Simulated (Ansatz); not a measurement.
# Computed properties of YGe3

YGe$_{3}$:
```xyz
8
Lattice="1.9868 -10.3686 0.0000 1.9868 10.3686 0.0000 0.0000 0.0000 3.8847" Properties=species:S:1:pos:R:3 pbc="T T T"
Y      1.9868     1.7077     2.9135
Y      1.9868    -1.7077     0.9712
Ge     1.9868    -6.4407     2.9135
Ge     1.9868     6.4407     0.9712
Ge     1.9868    -9.5548     0.9712
Ge     1.9868     9.5548     2.9135
Ge     1.9868     3.9569     0.9712
Ge     1.9868    -3.9569     2.9135
```

Space group Cmcm (No. 63); conventional cell a = 3.974 Å, b = 20.737 Å, c = 3.885 Å, α = β = γ = 90.00°.

Method: plane-wave PAW PBEsol (Ansatz code). Structure relaxed to zero pressure with the same functional. Other levels are named where they apply.

**Cell and energy**

```yaml
volume_per_atom: 20.01 Å³
density: 6.37 g/cm³
Formation energy from the elements (no fitted shifts): -539 meV/atom
```

**Electronic structure**

```yaml
electronic_character: metallic (no gap)
Density of states at the Fermi level: 0.34 states/eV per atom (mean over ±0.08 eV)
Gap with spin–orbit coupling: none (metallic)
```

**Mechanics**

```yaml
Bulk modulus (Birch–Murnaghan fit): 82.5 GPa
Pressure derivative B′: 4.4
```

**Charges**

```yaml
bader_charges: Y +1.45, Ge -0.91 to -0.27 e
```

The workflow started from a Materials Project entry (that database holds measured and hypothetical structures alike); the Crystallography Open Database copy checked does not list it. Its standing as an ambient phase is unchecked. Symmetry was held in the PBEsol relaxation; whether a distortion lowers the energy is not shown. The run is not spin-polarised. The references are the lowest solids computed at this level, not always the standard phases. Scalar-relativistic: spin–orbit coupling is off unless named, which matters more the heavier the elements.

Potentials: the later of the program's two PAW sets.
